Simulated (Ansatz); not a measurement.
Input:

AlCo3B:
```yaml
crystal:
  lattice:
    - [3.72259, 0.00000, 0.00000]
    - [0.00000, 3.72259, 0.00000]
    - [0.00000, 0.00000, 3.72259]
  atoms:
    - { symbol: Al, position: [0.00000, 0.00000, 0.00000] }
    - { symbol: Co, position: [0.00000, 0.50000, 0.50000] }
    - { symbol: Co, position: [0.50000, 0.00000, 0.50000] }
    - { symbol: Co, position: [0.50000, 0.50000, 0.00000] }
    - { symbol: B, position: [0.50000, 0.50000, 0.50000] }
```
The run is spin-polarised; directions of the spins, atom by atom: 0 ↑ ↑ ↑ 0.

This is the PBEsol-relaxed structure.

Problem. All from plane-wave PAW PBEsol (Ansatz code), unless another level is named. Estimate the electronic character.

Solution. metallic (no gap).

Problem. Give the formation energy from the elements (no fitted shifts).

Solution. -294 meV/atom.

Problem. Next, the density of states at the Fermi level?

Solution. 0.38 states/eV per atom (mean over ±0.08 eV).

Space group Pm-3m (anti-perovskite). The start of the workflow was typed in or built on a structure type; neither database checked (COD, Materials Project) lists it. Its standing as an ambient phase is unchecked. Symmetry was held in the PBEsol relaxation; whether a distortion lowers the energy is not shown. Magnetic state: ferromagnetic, the only order run, not a proven ground state. The volume moved by -17 % from the start of the relaxation. The references are the lowest solids computed at this level, not always the standard phases.

Potentials: the later of the program's two PAW sets.
